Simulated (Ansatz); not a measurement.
FeNi$_{3}$ (Cu3Au type, Pm-3m) at seven volumes, the program Ansatz at the PBEsol level (PAW), scaled uniformly. One row is withheld.

```csv
V (Å³/atom),P (GPa)
9.661,26.77
9.980,16.28
10.298,7.44
10.616,0.00
10.935,-6.26
11.253,?
11.572,-15.87
```

Q: Fit the shown pressures and predict the withheld one.

A: P = (3/2)B₀(x^(7/2) − x^(5/2))[1 + (3/4)(B′ − 4)(x − 1)] with x = (V₀/V)^(2/3). Least squares on the six rows gives V₀ = 10.617 Å³/atom, B₀ = 226 GPa, B′ = 4.79. At V = 11.253, x = 0.9620 and P = -11.44 GPa. The run itself gave -11.50 GPa.

Symmetry was held in the PBEsol relaxation. Spin order of the final state: ferromagnetic, chosen from 5 collinear starts compared on coarse meshes (ties went to the first, and starts can fall back to one state), not a proven ground state. Textbook magnetic order: ferromagnetic.

Potentials: the later of the program's two PAW sets.
